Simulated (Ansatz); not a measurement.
This Ti2W3 structure is the end of a relaxation. The cell was found from a structure generator's guess, not taken from experiment.

Method: DFT PBE, scalar-relativistic, plane waves, PAW in Ansatz 0.2.0. Cutoff 420 eV, Γ-centred mesh, Gaussian smearing, no spin polarisation.

```xyz
5
Lattice="-1.5916 1.5916 8.0645 1.5916 -1.5916 8.0645 1.5916 1.5916 -8.0645" Properties=species:S:1:pos:R:3 pbc="T T T"
Ti    0.0000    0.0000    3.1258
Ti    0.0000    0.0000   13.0032
W     0.0000    0.0000    0.0000
W     0.0000    0.0000    9.6553
W     0.0000    0.0000    6.4737
```

Energies over the elements count from the elements' standard structures at the same level, with no fitted energy shifts.

Question: What space group does it have?

Answer: I4/mmm (No. 139), with Ti and W ordered on bcc sites. Conventional cell: a = 3.183 Å, c = 16.129 Å. Ti has 4 W at 2.72 Å, 4 Ti at 2.89 Å, 1 W at 3.13 Å, 4 Ti at 3.18 Å and 1 W at 3.35 Å; around W on a site of symmetry 4/mmm lie 8 W at 2.76 Å, 2 Ti at 3.13 Å and 4 W at 3.18 Å; W on a site of symmetry 4mm has 4 Ti at 2.72 Å, 4 W at 2.76 Å, 5 W at 3.18 Å and 1 Ti at 3.35 Å.

Question: How far does it lie from the elements in energy?

Answer: 0.00 eV/atom. The formation energy is too near zero to say whether this cell lies below the elements.

Question: Is it a metal?

Answer: Yes, bands cross the Fermi level on the 16×16×16 mesh.

The last run used a 16×16×16 mesh for its 5-atom cell and Gaussian smearing of 0.10 eV. For metals, differences of a few meV/atom aren't resolved. These runs have no spin–orbit coupling, which can matter for W. A structure relaxed within its symmetry needn't be a true minimum.
